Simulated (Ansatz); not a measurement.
Computed with DFT PBE, scalar-relativistic, plane waves, PAW in Ansatz 0.2.0. Settings: cutoff 420 eV, Γ-centred meshes spaced at most about 0.3 Å⁻¹, and about 0.25 Å⁻¹ or finer for metals (2π included), Gaussian smearing. No spin polarisation in the final relaxations.

These are static total energies at zero pressure.

Two forms of CaZr₃N₂ were relaxed alike.

A.

```yaml
crystal:
  lattice:
    - [3.57583, 0.00000, 0.00000]
    - [0.00000, 3.57583, 0.00000]
    - [0.00000, 0.00000, 7.01864]
  atoms:
    - { symbol: Ca, position: [0.00000, 0.00000, 0.00000] }
    - { symbol: Zr, position: [0.50000, 0.50000, 0.00000] }
    - { symbol: Zr, position: [0.00000, 0.50000, 0.37028] }
    - { symbol: Zr, position: [0.50000, 0.00000, 0.62972] }
    - { symbol: N, position: [0.00000, 0.50000, 0.71512] }
    - { symbol: N, position: [0.50000, 0.00000, 0.28488] }
```

B.

```yaml
crystal:
  lattice:
    - [7.08769, 0.00000, 0.00000]
    - [-3.54385, 6.13812, 0.00000]
    - [0.00000, 0.00000, 3.28819]
  atoms:
    - { symbol: Ca, position: [0.00000, 0.00000, 0.00000] }
    - { symbol: Zr, position: [0.50000, 0.00000, 0.00000] }
    - { symbol: Zr, position: [0.00000, 0.50000, 0.00000] }
    - { symbol: Zr, position: [0.50000, 0.50000, 0.00000] }
    - { symbol: N, position: [0.33333, 0.66667, 0.00000] }
    - { symbol: N, position: [0.66667, 0.33333, 0.00000] }
```

Question: Which would you expect to be lower, and how large is the difference?

Answer: B is lower, by 277 meV/atom. A has space group P-4m2 (No. 115), 15.0 Å³/atom and no gap on its mesh; B has space group P6/mmm (No. 191), 23.8 Å³/atom and no gap. Counting N atoms around Ca and Zr (those within 1.25 times the shortest such distance or 1.15 times the sum of covalent radii; the shortest distance is added where it is long for a bond; a slash parts the counts of unlike sites), A has Ca 4, Zr 4/5 and B has Ca 6 from 4.1 Å, Zr 2. The lower one is the more open, so pressure narrows the difference. In A, around Ca lie 4 Zr at 2.53 Å, 4 N at 2.68 Å, 4 Zr at 3.15 Å and 4 Ca at 3.58 Å; around Zr on a site of symmetry -4m2 lie 4 Ca at 2.53 Å, 4 N at 2.68 Å, 4 Zr at 3.15 Å and 4 Zr at 3.58 Å; N is surrounded by 1 Zr at 2.42 Å, 6 Zr at 2.60–2.68 Å and 2 Ca at 2.68 Å; 1 more site not described. In B, around Ca lie 2 Ca at 3.29 Å, 6 Zr at 3.54 Å and 6 N at 4.09 Å; around Zr lie 2 N at 2.05 Å, 2 Zr at 3.29 Å, 2 Ca at 3.54 Å and 4 Zr at 3.54 Å; around N lie 3 Zr at 2.05 Å, 2 N at 3.29 Å, 6 Zr at 3.87 Å, 3 Ca at 4.09 Å and 3 N at 4.09 Å. Both come from invented guesses. A third cell relaxed alike, in P6/mmm, lies 0.52 eV/atom below the lower of the two.

A magnetic state wasn't ruled out in cells without spin, among them P6/mmm. Cells relaxed within their symmetry can be saddle points.
